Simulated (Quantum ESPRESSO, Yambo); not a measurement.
## SrCd₂P₂: DFT and GW levels

SrCd₂P₂ is modelled in the trigonal space group P-3m1 (No. 164), Pearson symbol hP5. Lattice parameters: a = 4.3595 Å, b = 4.3595 Å, c = 7.3115 Å, α = 90.00°, β = 90.00°, γ = 120.00°. P on 2d is surrounded by 3 Cd at 2.644 Å and 1 Cd at 2.782 Å and 3 Sr at 3.129 Å. Sr on 1a has 6 P at 3.129 Å and 6 Cd at 3.669 Å. Cd on 2d is coordinated by 3 P at 2.644 Å and 1 P at 2.782 Å and 3 Cd at 3.198 Å and 3 Sr at 3.669 Å. (Neighbours: up to the widest gap in distance over summed covalent radii, below 1.35, at either atom; cation-cation contacts left out.)

The geometry is that of Materials Project entry mp-8277, symmetrised and not relaxed again.

Starting point: norm-conserving PBEsol (Quantum ESPRESSO, 102 Ry, without SOC). G0W0 in Yambo: 3×3×2 Γ-centred k mesh, bands 9 to 230 and a 8 Ry block in the screening, 230 bands in G with the Bruneval-Gonze terminator, plasmon pole fitted at 27.2 eV.

```yaml
PBEsol gap along the band path: 0.64 eV
PBEsol gap between the mesh's edge points (Γ → Γ): 0.64 eV
G0W0 gap between the same points: 1.33 eV
```

```
k point  band  E PBEsol (eV)  E QP (eV)  shift (eV)     Z
-------  ----  -------------  ---------  ----------  ----
Γ          VB           0.00      -0.60       -0.60  0.78
Γ          CB           0.64       0.73        0.09  0.80
A          VB          -0.60      -1.20       -0.60  0.78
A          CB           0.84       1.15        0.31  0.80
K          VB          -1.72      -2.34       -0.62  0.78
K          CB           3.01       3.30        0.29  0.79
H          VB          -1.58      -2.14       -0.57  0.78
H          CB           2.28       2.44        0.15  0.80
```

Energies count from the PBEsol valence-band maximum.

Nearest settings tried, and what they do to the gap: 149 bands in W, 149 bands in G: +4 meV; 7 Ry block (263 vectors against 325): -6 meV; 3×3×1 mesh: -86 meV. So the settings aren't converged at that level. The k mesh is coarse.

Spin-orbit splittings are left out.

The structure is a Materials Project entry; no match was found in the copy of COD used, and its stability was not checked.
